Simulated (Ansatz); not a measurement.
Input and command of a plane-wave DFT calculation in Ansatz:

```yaml
crystal:
  lattice:
    - [4.6480799682, 0.0, 0.0]
    - [-2.3240399841, 4.0253553313, 0.0]
    - [0.0, 0.0, 2.8066447777]
  atoms:
    - { symbol: Nb, position: [0.3333333333, 0.6666666667, 0.5] }
    - { symbol: Nb, position: [0.6666666667, 0.3333333333, 0.5] }
    - { symbol: Ga, position: [0.0, 0.0, 0.0] }
basis:
  ecutwfc: 420
kpoints:
  mp_grid: { grid: [6, 6, 6] }
hamiltonian:
  xc: pbe
scf:
  occupations: { method: gaussian, width: 0.1 }
  lower_state_search: "off"
output:
  forces: true
  stress: true
  eigenvalues: true
relax:
  adjacent_minimum: "off"
  f_tol: 0.04
  max_steps: 70
  cell: { stress_tol: 0.4 }
```

```bash
ansatz run input.yaml --threads 1 --pin off --max-ram 2560MiB --backend cpu --events-out ev --progress --plain --runs-dir out
```

Processor: Arm Neoverse V1, 1 thread, on a host shared with other jobs.

Estimate time, memory and problem size.

About 10 s on 1 thread of Arm Neoverse V1, with other jobs on the host, peak memory 0.34 GiB. It solves 24 bands at 28 k points (the mesh reduced by the symmetry that the task leaves, which can be less than the crystal's) with about 1023 plane waves (on the last cell), in 26 SCF iterations over 4 ionic steps.
